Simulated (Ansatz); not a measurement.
IrOs3 (Cu3Au type, Pm-3m) under volume change, the program Ansatz at the PBEsol level (PAW), scaled uniformly.

```json
[
 {"V (Å³/atom)": "12.688", "E − E(relaxed) (meV/atom)": "…", "P (GPa)": "…"},
 {"V (Å³/atom)": "13.107", "E − E(relaxed) (meV/atom)": "73.8", "P (GPa)": "29.99"},
 {"V (Å³/atom)": "13.525", "E − E(relaxed) (meV/atom)": "…", "P (GPa)": "…"},
 {"V (Å³/atom)": "13.943", "E − E(relaxed) (meV/atom)": "0.0", "P (GPa)": "0.00"},
 {"V (Å³/atom)": "14.362", "E − E(relaxed) (meV/atom)": "15.4", "P (GPa)": "-11.50"},
 {"V (Å³/atom)": "14.780", "E − E(relaxed) (meV/atom)": "58.4", "P (GPa)": "-21.14"},
 {"V (Å³/atom)": "15.198", "E − E(relaxed) (meV/atom)": "124.4", "P (GPa)": "-29.20"}
]
```

Question: Some entries are withheld; supply them.

Answer: 
- 12.688, E − E(relaxed) (meV/atom): 176.6
- 12.688, P (GPa): 49.37
- 13.525, E − E(relaxed) (meV/atom): 17.4
- 13.525, P (GPa): 13.69

Question: What does a third-order Birch–Murnaghan fit give for V₀, B₀ and B′?

Answer: V₀ = 13.94 Å³/atom, B₀ = 417 GPa, B′ = 4.8.

The start of the workflow was typed in or built on a structure type; neither database checked (COD, Materials Project) lists it. Whether it is the stable phase at ambient conditions was not checked. Symmetry was held in the PBEsol relaxation; whether a distortion lowers the energy is not shown. No spin polarisation was allowed. Scalar-relativistic: spin–orbit coupling is off unless named, which matters more the heavier the elements.

Potentials: the earlier of the program's two PAW sets. The files were generated under PBE; for other functionals the program regenerates the frozen cores, and for LDA and PBEsol the local potential too.
